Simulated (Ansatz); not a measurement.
Cd (hcp, Mg type)

Space group P6₃/mmc (No. 194); a = b = 2.9621 Å, c = 5.8011 Å, α = β = 90.00°, γ = 120.00°

| atom | site | symmetry | x | y | z |
|---|---|---|---|---|---|
| Cd | 2d | -6m2 | 0.6667 | 0.3333 | 0.2500 |

Grid over V/V₀ and (c/a)/(c/a)₀, subscript 0 meaning the relaxed cell; the conventional c axis lies along z; no internal relaxation.

Computed with r2SCAN (plane waves to 500 eV, PAW, scalar-relativistic; Ansatz, an electronic-structure program). k mesh 18×18×8 (Γ-centred), Fermi-Dirac smearing 0.05 eV. E stands for the smeared free energy. With partly filled bands, the response to shear is sensitive to the k mesh, so small differences along c/a are uncertain. Cd was relaxed with its symmetry unable to fall. The PAW data are Ansatz's earlier set. The zero of ΔE is the relaxed starting cell.

Problem. What ΔE (eV/atom) does the calculation give at all points of the grid V/V₀ = 0.960, 0.973, 0.987, 1.000, 1.013, 1.027, 1.040 by (c/a)/(c/a)₀ = 0.920, 0.947, 0.973, 1.000, 1.027, 1.053, 1.080?

Solution. ΔE (eV/atom), with V/V₀ across and (c/a)/(c/a)₀ down:

```tsv
(c/a)/(c/a)₀ \ V/V₀	0.960	0.973	0.987	1.000	1.013	1.027	1.040
0.920	0.011	0.009	0.009	0.011	0.013	0.017	0.021
0.947	0.008	0.006	0.005	0.006	0.008	0.011	0.016
0.973	0.006	0.003	0.002	0.002	0.004	0.006	0.010
1.000	0.007	0.003	0.001	0.000	0.001	0.003	0.006
1.027	0.013	0.008	0.004	0.002	0.002	0.003	0.005
1.053	0.023	0.016	0.011	0.008	0.006	0.006	0.007
1.080	0.037	0.028	0.022	0.017	0.013	0.012	0.011
```

(Under strain, the slope of the energy per volume gives the stress and its curvature an elastic modulus.)
